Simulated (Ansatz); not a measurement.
BIr:
```
CELL_PARAMETERS angstrom
      2.73575     0.00000     0.00000
      0.00000     2.73575     0.00000
      0.00000     0.00000     2.73575
ATOMIC_POSITIONS crystal
  Ir 0.00000 0.00000 0.00000
  B  0.50000 0.50000 0.50000
```

Relaxed with PBE. Special points in fractions of this cell's reciprocal vectors: Γ (0.000, 0.000, 0.000); X (0.000, 0.500, 0.000); M (0.500, 0.500, 0.000); R (0.500, 0.500, 0.500).

List the band energies nearest the Fermi level at these points for DFT-PBE with spin–orbit coupling in the program Ansatz with PAW potentials.

In eV from the Fermi level; about four levels below and three above (degenerate sets whole), none deeper than 8.9 eV; points with the same levels are listed once.

| k | below | above |
|---|---|---|
| Γ | -1.71 -1.71 -1.71 -1.71 -0.87 -0.87 | 0.83 0.83 1.44 1.44 1.44 1.44 |
| X | -4.68 -4.68 -1.09 -1.09 | 0.84 0.84 6.80 6.80 |
| M | -3.58 -3.58 -3.20 -3.20 | 0.42 0.42 3.38 3.38 |
| R | -8.76 -8.76 -3.31 -3.31 | 0.55 0.55 0.55 0.55 |

Space group Pm-3m (CsCl type). The cell is a constructed one: a structure type filled with these elements; neither database checked (COD, Materials Project) lists it. Its standing as an ambient phase is unchecked. Symmetry was held in the PBE relaxation; its stability against distortions is not shown here. No spin polarisation was allowed.

Potentials: the earlier of the program's two PAW sets.
